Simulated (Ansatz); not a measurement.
CsGeBr3:
```
CsGeBr3
1.0
    3.96507     2.28924     3.35223
   -3.96507     2.28924     3.35223
    0.00000    -4.57847     3.35223
Cs Ge Br
1 1 3
Cartesian
  0.00000   0.00000   0.01481
  0.00000   0.00000   4.79444
 -1.88730  -1.08963   3.48550
  1.88730  -1.08963   3.48550
  0.00000   2.17926   3.48550
```

DFT-r²SCAN in the program Ansatz with PAW potentials gives a gap of 1.53 eV without spin–orbit coupling, maximum at T, minimum at T.

Problem. What happens when spin–orbit coupling is switched on?

Solution. The gap shrinks by 0.04 eV, to 1.49 eV; maximum at T, minimum at T.

Space group R3m. The workflow started from a Materials Project entry (that database holds measured and hypothetical structures alike); the Crystallography Open Database copy checked does not list it. Its standing as an ambient phase is unchecked. The cell was relaxed with r²SCAN under the symmetry of its start; whether a distortion lowers the energy is not shown.

Potentials: the later of the program's two PAW sets.
